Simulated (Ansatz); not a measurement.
Ni (fcc (Cu type)), relaxed and computed with several functionals in Ansatz (plane waves, PAW). Much of their spread follows the volume that each gives.

```
functional  V (Å³/atom)  B₀ by P(V) fit (GPa)
----------  -----------  --------------------
PBEsol            10.38                   231
LDA               10.04                   255
PBE               10.89                     ?
r²SCAN+D4         10.43                   223
PBE+D3(BJ)        10.52                   218
r²SCAN            10.52                   216
```

**Question.** Fit a straight line to ln B₀ against ln V and predict the withheld value.

**Answer.** Least squares on the 5 shown rows: ln B₀ = -3.46 × ln V + (13.525), with a scatter of 1 %. For PBE this gives 193. The run itself gave 200, outside the scatter: the line misses something about this case.

Spin orders computed, not proven ground states: Ni, fcc (Cu type) with PBEsol ferromagnetic; Ni, fcc (Cu type) with LDA ferromagnetic; Ni, fcc (Cu type) with PBE ferromagnetic; Ni, fcc (Cu type) with r²SCAN+D4 ferromagnetic; Ni, fcc (Cu type) with PBE+D3(BJ) ferromagnetic; Ni, fcc (Cu type) with r²SCAN ferromagnetic. All cells were relaxed under the symmetry of their starts (and spin orders); stability against distortions was not tested throughout.

Potentials: the later of the program's two PAW sets.

Ansatz (a first-principles code) is a plane-wave DFT program.
